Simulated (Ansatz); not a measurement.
NaCl:
```xyz
2
Lattice="0.0000 2.8007 2.8007 2.8007 0.0000 2.8007 2.8007 2.8007 0.0000" Properties=species:S:1:pos:R:3 pbc="T T T"
Cl     0.0000     0.0000     0.0000
Na     2.8007     2.8007     2.8007
```

Cartesian axes are those of the cell as given.

Question: Give the high-frequency dielectric tensor and the Born effective charge tensors of the independent atoms from DFPT, PBEsol in the plane-wave PAW code Ansatz.

Answer: 
ε∞:
```
2.57  0.00  0.00
0.00  2.57  0.00
0.00  0.00  2.57
```
Z* of atom 1 (Cl), rows: field, columns: displacement, in e:
```
-1.09   0.00   0.00
 0.00  -1.09   0.00
 0.00   0.00  -1.09
```
Z* of atom 2 (Na), rows: field, columns: displacement, in e:
```
1.09  0.00  0.00
0.00  1.09  0.00
0.00  0.00  1.09
```

Space group Fm-3m (rock salt). The cell was relaxed with PBEsol under the symmetry of its start.

Potentials: the later of the program's two PAW sets.
